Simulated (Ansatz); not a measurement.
**Relaxing a structure of P**

The start is a relaxed P cell displaced along its unstable phonon at q = Γ (170i cm⁻¹), largest move 0.15 Å. The cell and all atomic positions are relaxed at zero pressure with PBEsol (plane waves to 420 eV, PAW, scalar-relativistic; Ansatz, a quantum-chemistry and plane-wave program). First-step values are on the input's coarse k-mesh.

Ansatz input (later rounds restart from its end on a renewed k-mesh):
Ansatz 0.2 input:
```yaml
crystal:
  lattice:
    - [-1.7186275361, 1.7186275361, 2.4309674857]
    - [1.7186275361, -1.7186275361, 2.4309674857]
    - [1.7186275361, 1.7186275361, -2.4309674857]
  atoms:
    - { symbol: P, position: [0.6925300707, 0.7361695437, 0.956360527] }
    - { symbol: P, position: [0.3074699293, 0.2638304563, 0.043639473] }
basis: { ecutwfc: 420, ecutrho_ratio: 4, xc_grid: 2, fft_grid_basis: typed }
kpoints: { mp_grid: { grid: [13, 13, 13] } }
hamiltonian:
  xc: pbesol
  dispersion: none
  pseudopotentials: { kind: paw }
scf: { occupations: { method: fermi_dirac, width: 0.05 } }
relax: { f_tol: 0.01, max_steps: 100, cell: { stress_tol: 0.02 } }
output: { forces: true, stress: true }
```

```yaml
initial_pressure: "+6.4 GPa (positive: the cell is compressed)"
largest_initial_force: 0.80 eV/Å, on P1, P2 (atoms numbered as listed)
energy_released: 0.03 eV/atom
volume_change: +4.6 %, from 14.36 to 15.03 Å³/atom
relative_to_the_parent: "It does not go back: it reaches R-3m (No. 166), AFLOW prototype A_hR2_166_c (A7, as in As), 0.01 eV/atom below the parent"
band_gap_at_the_end: no gap (metallic)
optimiser_moves: 8
```

Relaxed structure:

Space group R-3m, hexagonal axes (No. 166); a = 3.441 Å, b = 3.441 Å, c = 8.791 Å, α = 90.00°, β = 90.00°, γ = 120.00°

```csv
atom,site,symmetry,x,y,z
P,6c,3m,0.0000,0.0000,0.2337
```
(The calculation used a cell of 2 atoms; values per cell refer to that cell.)

Final values are on a 16×16×16 k-mesh of the relaxed cell. No spin polarisation in the result.

The run could not lose the symmetry of its start, so the end can be a saddle point.

The relaxed structure here is a generated cell of P: the first start was made by placing the elements on the sites of a structure type, and the end was not matched to a known phase here, so it may be hypothetical. Known forms of P include space group No. 64.
